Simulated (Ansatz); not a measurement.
Start of a relaxation of MgPtC₄N₄:

```yaml
crystal:
  lattice:
    - [5.95537, 0.00000, 0.00000]
    - [0.00000, 5.95537, 0.00000]
    - [0.00000, 0.00000, 5.95537]
  atoms:
    - { symbol: Mg, position: [0.00000, 0.00000, 0.00000] }
    - { symbol: Pt, position: [0.50000, 0.50000, 0.50000] }
    - { symbol: C, position: [0.19195, 0.19195, 0.19195] }
    - { symbol: C, position: [0.19195, 0.80805, 0.80805] }
    - { symbol: C, position: [0.80805, 0.19195, 0.80805] }
    - { symbol: C, position: [0.80805, 0.80805, 0.19195] }
    - { symbol: N, position: [0.30538, 0.30538, 0.30538] }
    - { symbol: N, position: [0.30538, 0.69462, 0.69462] }
    - { symbol: N, position: [0.69462, 0.30538, 0.69462] }
    - { symbol: N, position: [0.69462, 0.69462, 0.30538] }
```

Theory: DFT PBE, scalar-relativistic, plane waves, PAW (Ansatz). Cutoff 420 eV, Gaussian smearing, Γ-centred meshes. Cell and atoms relax first on a coarse mesh and then on a finer one. In between, the cell is made exact in the group found at 0.06 Å. In metals the finer mesh still leaves noise of several meV/atom or more. The steps can't lower the symmetry of their start. Collinear spin is switched on along the way, since trial moments persisted in a coarse test.

A guess keeps its type if space group and coordination stay and the shape of the cell changes little (axis ratios within about 15 %, angles within 6°); the volume may change.

Task: Does this structure survive the relaxation?

Result: It keeps its type. The symmetry stays P-43m (No. 215). The volume per atom grows by 15.4 %, from 21.1 to 24.4 Å³. The shortest distance stays 1.17 Å (C–N). Counting neighbours within 15 % of an atom's shortest distance, the start has C 1, Mg 4, N 1, Pt 4 and the end C 1, Mg 4, N 1, Pt 4.

The last run used collinear spin, a 6×6×6 mesh for its 10-atom cell and Gaussian smearing of 0.10 eV. These runs have no spin–orbit coupling, which can matter for Pt. Another magnetic order may lie lower. Symmetry constrained the relaxation, so the result can be a saddle point.
